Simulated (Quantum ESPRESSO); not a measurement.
InHf2O5F, one run as intended and one with a planted mistake

Simulated, not a measurement. The program is pw.x of Quantum ESPRESSO 7.5 (plane-wave density functional theory). The cell is made up: 9 atoms on a corundum lattice with one site empty, with randomly drawn elements, strain and displacements, not relaxed. PseudoDojo standard norm-conserving files (v0.5 for PBE, v0.4.1 for LDA and PBEsol) set the functional; there is no spin polarisation, spin-orbit coupling or dispersion term, and the masses in the input are unused placeholders.

The hafnium pseudopotential is less sure than the others, with forces about 3 percent (worst 6) and pressure in oxides about 1.5 GPa (worst 2.7) from a second method in checks, which no rerun with the same files tests.

Intended input:

```
&control calculation='scf', pseudo_dir='./dojo.nc.sr.pbe.v0_5.standard.upf', outdir='./o', disk_io='low', tprnfor=.true., tstress=.true. /
&system ibrav=0, nat=9, ntyp=4, nbnd=43, ecutwfc=84.00895049, nosym=.true., tot_charge=0,
 occupations='smearing', smearing='fd', degauss=0.0018374661
/
&electrons conv_thr=7.350e-09, electron_maxstep=60, /
ATOMIC_SPECIES
F 1.0 F.upf
Hf 1.0 Hf.upf
In 1.0 In.upf
O 1.0 O.upf
CELL_PARAMETERS angstrom
2.7874 1.4716 4.7788
-2.7015 1.476 4.7291
0.0467 -3.1063 4.8054
ATOMIC_POSITIONS angstrom
In 0.0347 -0.1418 4.983
Hf 0.0106 -0.0618 2.1293
Hf 0.1376 -0.0848 9.1995
O -0.9768 1.4474 8.3357
O -0.866 -1.7286 8.407
F 2.0238 0.0648 8.3204
O 1.1112 -1.613 6.0653
O 0.9086 1.537 5.9503
O -1.8403 -0.2236 6.034
K_POINTS automatic
5 5 5 1 1 1
```

The log is shortened where brackets say so; the opening notice, blank lines, dates and the lines on written files are dropped, and the path of the files is cut. It prints rydbergs, bohrs and kilobars, and counts compression as positive stress.

Log of the intended run:

```
     Program PWSCF v.7.5
     Parallel version (MPI & OpenMP), running on       4 processor cores
     Number of MPI processes:                 4
     Threads/MPI process:                     1
     [start-up lines left out]
     bravais-lattice index     =            0
     lattice parameter (alat)  =      10.8181  a.u.
     unit-cell volume          =     809.2536 (a.u.)^3
     number of atoms/cell      =            9
     number of atomic types    =            4
     number of electrons       =        74.00
     number of Kohn-Sham states=           43
     kinetic-energy cutoff     =      84.0090  Ry
     charge density cutoff     =     336.0358  Ry
     scf convergence threshold =      7.3E-09
     mixing beta               =       0.7000
     number of iterations used =            8  plain     mixing
     Exchange-correlation= PBE
                           (   1   4   3   4   0   0   0)
     [axes and pseudopotential details left out]
   Cartesian axes
     site n.     atom                  positions (alat units)
         1        In     tau(   1) = (   0.0060615  -0.0247699   0.8704394  )
         2        Hf     tau(   2) = (   0.0018516  -0.0107953   0.3719499  )
         3        Hf     tau(   3) = (   0.0240362  -0.0148130   1.6069851  )
         4        O      tau(   4) = (  -0.1706292   0.2528344   1.4560950  )
         5        O      tau(   5) = (  -0.1512744  -0.3019549   1.4685498  )
         6        F      tau(   6) = (   0.3535210   0.0113194   1.4534224  )
         7        O      tau(   7) = (   0.1941064  -0.2817617   1.0594975  )
         8        O      tau(   8) = (   0.1587159   0.2684859   1.0394091  )
         9        O      tau(   9) = (  -0.3214669  -0.0390588   1.0540299  )
     number of k points=    63  Fermi-Dirac smearing, width (Ry)=  0.0018
                       cart. coord. in units 2pi/alat
        k(    1) = (  -0.0010856   0.0013473   0.1200119), wk =   0.0320000
        k(    2) = (  -0.0019846  -0.2477671   0.1972494), wk =   0.0320000
     [further k points left out]
     Dense  grid:    84237 G-vectors     FFT dimensions: (  64,  64,  64)
     Estimated max dynamical RAM per process >     245.99 MB
     Estimated total dynamical RAM >     922.27 MB
     Initial potential from superposition of free atoms
     starting charge      73.9924, renormalised to      74.0000
     Starting wfcs are   53 randomized atomic wfcs
     total cpu time spent up to now is        5.2 secs
     per-process dynamical memory:   190.5 Mb
     Self-consistent Calculation
     iteration #  1     ecut=    84.01 Ry     beta= 0.70
     Davidson diagonalization with overlap
     ethr =  1.00E-02,  avg # of iterations =  2.0
     total cpu time spent up to now is       13.6 secs
     total energy              =    -572.32901705 Ry
     estimated scf accuracy    <       3.17232269 Ry
     iteration #  2     ecut=    84.01 Ry     beta= 0.70
     Davidson diagonalization with overlap
     ethr =  4.29E-03,  avg # of iterations =  4.2
     total cpu time spent up to now is       25.0 secs
     total energy              =    -571.74831938 Ry
     estimated scf accuracy    <      10.67263618 Ry
     [iterations 3 to 14 left out]
     iteration # 15     ecut=    84.01 Ry     beta= 0.70
     Davidson diagonalization with overlap
     ethr =  2.41E-10,  avg # of iterations =  2.0
     total cpu time spent up to now is      150.2 secs
     total energy              =    -573.96240293 Ry
     estimated scf accuracy    <       0.00000003 Ry
     iteration # 16     ecut=    84.01 Ry     beta= 0.70
     Davidson diagonalization with overlap
     ethr =  4.13E-11,  avg # of iterations =  3.7
     total cpu time spent up to now is      159.8 secs
     End of self-consistent calculation
     [lines on levels left out]
!    total energy              =    -573.96240294 Ry
     estimated scf accuracy    <          8.6E-10 Ry
     smearing contrib. (-TS)   =       0.00000000 Ry
     internal energy E=F+TS    =    -573.96240294 Ry
     The total energy is F=E-TS. E is the sum of the following terms:
     one-electron contribution =    -168.49635902 Ry
     hartree contribution      =     127.45680130 Ry
     xc contribution           =    -150.10583015 Ry
     ewald contribution        =    -382.81701506 Ry
     convergence has been achieved in  16 iterations
     Forces acting on atoms (cartesian axes, Ry/au):
     atom    1 type  3   force =     0.05228079    0.08987892    0.15550160
     atom    2 type  2   force =     0.03330616    0.10710644   -0.11956828
     atom    3 type  2   force =    -0.13479902   -0.02996176    0.08557824
     atom    4 type  4   force =    -0.01445486   -0.08274717    0.00811231
     atom    5 type  4   force =     0.09055072    0.00140843    0.01101286
     atom    6 type  1   force =    -0.04753165   -0.06986411   -0.02356028
     atom    7 type  4   force =    -0.01262503   -0.03443540   -0.03480851
     atom    8 type  4   force =     0.05470744    0.02026651   -0.02028925
     atom    9 type  4   force =    -0.02143455   -0.00165187   -0.06197869
     Total force =     0.349396     Total SCF correction =     0.000044
     Computing stress (Cartesian axis) and pressure
          total   stress  (Ry/bohr**3)                   (kbar)     P=      -26.94
  -0.00040194   0.00034391  -0.00022408          -59.13       50.59      -32.96
   0.00034391  -0.00040849   0.00010488           50.59      -60.09       15.43
  -0.00022408   0.00010488   0.00026109          -32.96       15.43       38.41
     init_run     :      5.05s CPU      5.17s WALL (       1 calls)
     electrons    :    154.24s CPU    154.59s WALL (       1 calls)
     forces       :      1.24s CPU      1.25s WALL (       1 calls)
     stress       :      4.33s CPU      4.33s WALL (       1 calls)
     [timing details left out]
     PWSCF        :   2m44.96s CPU   2m45.47s WALL
     JOB DONE.
```

A second run has one planted mistake: the smearing is too wide. The input lines that differ, file-writing options aside:

```
- &system ibrav=0, nat=9, ntyp=4, nbnd=43, ecutwfc=84.00895049, nosym=.true., tot_charge=0,
+ &system ibrav=0, nat=9, ntyp=4, nbnd=61, ecutwfc=84.00895049, nosym=.true., tot_charge=0,
-  occupations='smearing', smearing='fd', degauss=0.0018374661
+  occupations='smearing', smearing='fd', degauss=0.0610038748
```

Its log:

```
     Program PWSCF v.7.5
     Parallel version (MPI & OpenMP), running on       4 processor cores
     Number of MPI processes:                 4
     Threads/MPI process:                     1
     [start-up lines left out]
     bravais-lattice index     =            0
     lattice parameter (alat)  =      10.8181  a.u.
     unit-cell volume          =     809.2536 (a.u.)^3
     number of atoms/cell      =            9
     number of atomic types    =            4
     number of electrons       =        74.00
     number of Kohn-Sham states=           61
     kinetic-energy cutoff     =      84.0090  Ry
     charge density cutoff     =     336.0358  Ry
     scf convergence threshold =      7.3E-09
     mixing beta               =       0.7000
     number of iterations used =            8  plain     mixing
     Exchange-correlation= PBE
                           (   1   4   3   4   0   0   0)
     [axes and pseudopotential details left out]
   Cartesian axes
     site n.     atom                  positions (alat units)
         1        In     tau(   1) = (   0.0060615  -0.0247699   0.8704394  )
         2        Hf     tau(   2) = (   0.0018516  -0.0107953   0.3719499  )
         3        Hf     tau(   3) = (   0.0240362  -0.0148130   1.6069851  )
         4        O      tau(   4) = (  -0.1706292   0.2528344   1.4560950  )
         5        O      tau(   5) = (  -0.1512744  -0.3019549   1.4685498  )
         6        F      tau(   6) = (   0.3535210   0.0113194   1.4534224  )
         7        O      tau(   7) = (   0.1941064  -0.2817617   1.0594975  )
         8        O      tau(   8) = (   0.1587159   0.2684859   1.0394091  )
         9        O      tau(   9) = (  -0.3214669  -0.0390588   1.0540299  )
     number of k points=    63  Fermi-Dirac smearing, width (Ry)=  0.0610
                       cart. coord. in units 2pi/alat
        k(    1) = (  -0.0010856   0.0013473   0.1200119), wk =   0.0320000
        k(    2) = (  -0.0019846  -0.2477671   0.1972494), wk =   0.0320000
     [further k points left out]
     Dense  grid:    84237 G-vectors     FFT dimensions: (  64,  64,  64)
     Estimated max dynamical RAM per process >     307.07 MB
     Estimated total dynamical RAM >       1.14 GB
     Initial potential from superposition of free atoms
     starting charge      73.9924, renormalised to      74.0000
     Starting wfcs are   53 randomized atomic wfcs +    8 random wfcs
     total cpu time spent up to now is        5.5 secs
     per-process dynamical memory:   240.9 Mb
     Self-consistent Calculation
     iteration #  1     ecut=    84.01 Ry     beta= 0.70
     Davidson diagonalization with overlap
     ethr =  1.00E-02,  avg # of iterations =  6.6
     total cpu time spent up to now is       21.0 secs
     total energy              =    -572.51731411 Ry
     estimated scf accuracy    <       2.96821653 Ry
     iteration #  2     ecut=    84.01 Ry     beta= 0.70
     Davidson diagonalization with overlap
     ethr =  4.01E-03,  avg # of iterations =  2.0
     total cpu time spent up to now is       34.9 secs
     total energy              =    -571.48268843 Ry
     estimated scf accuracy    <      12.62881927 Ry
     [iterations 3 to 12 left out]
     iteration # 13     ecut=    84.01 Ry     beta= 0.70
     Davidson diagonalization with overlap
     ethr =  1.18E-10,  avg # of iterations =  2.1
     total cpu time spent up to now is      160.9 secs
     total energy              =    -574.02525659 Ry
     estimated scf accuracy    <       0.00000003 Ry
     iteration # 14     ecut=    84.01 Ry     beta= 0.70
     Davidson diagonalization with overlap
     ethr =  3.80E-11,  avg # of iterations =  2.0
     total cpu time spent up to now is      171.7 secs
     End of self-consistent calculation
     [lines on levels left out]
!    total energy              =    -574.02525659 Ry
     estimated scf accuracy    <          1.1E-09 Ry
     smearing contrib. (-TS)   =      -0.25453835 Ry
     internal energy E=F+TS    =    -573.77071824 Ry
     The total energy is F=E-TS. E is the sum of the following terms:
     one-electron contribution =    -168.43092022 Ry
     hartree contribution      =     127.57556883 Ry
     xc contribution           =    -150.09835179 Ry
     ewald contribution        =    -382.81701506 Ry
     convergence has been achieved in  14 iterations
     Forces acting on atoms (cartesian axes, Ry/au):
     atom    1 type  3   force =     0.04564524    0.08116318    0.14745977
     atom    2 type  2   force =     0.03042040    0.09727612   -0.10129860
     atom    3 type  2   force =    -0.11644594   -0.02412958    0.08319500
     atom    4 type  4   force =    -0.01408777   -0.06522406    0.00035156
     atom    5 type  4   force =     0.07413921   -0.00246139    0.00492293
     atom    6 type  1   force =    -0.04177075   -0.07368337   -0.03009272
     atom    7 type  4   force =    -0.00552514   -0.03004864   -0.03272817
     atom    8 type  4   force =     0.04685724    0.02058240   -0.01818355
     atom    9 type  4   force =    -0.01923250   -0.00347465   -0.05362621
     Total force =     0.313687     Total SCF correction =     0.000082
     Computing stress (Cartesian axis) and pressure
          total   stress  (Ry/bohr**3)                   (kbar)     P=       11.06
  -0.00011028   0.00031732  -0.00018761          -16.22       46.68      -27.60
   0.00031732  -0.00008815   0.00009001           46.68      -12.97       13.24
  -0.00018761   0.00009001   0.00042390          -27.60       13.24       62.36
     init_run     :      5.22s CPU      5.36s WALL (       1 calls)
     electrons    :    164.10s CPU    166.28s WALL (       1 calls)
     forces       :      1.50s CPU      1.50s WALL (       1 calls)
     stress       :      5.25s CPU      5.25s WALL (       1 calls)
     [timing details left out]
     PWSCF        :   2m56.21s CPU   2m58.57s WALL
     JOB DONE.
```

```
                                            intended run  run with the mistake
                          free energy (eV)     -7809.156             -7810.011
                    smearing term -TS (eV)        0.0000               -3.4632
                            pressure (GPa)         -2.69                  1.11
            largest force component (eV/Å)         3.998                 3.791
largest change of a force component (eV/Å)                               0.472
                                iterations            16                    14
```

For scale, a rerun of the intended cell at 1437 eV and a 7 x 7 x 7 mesh moved values by no more than 0.003 eV in energy, 0.03 GPa in stress and 0.002 eV/Å in force. The number of bands, nbnd, was set by rule from the electron count and the smearing, so it follows the mistake.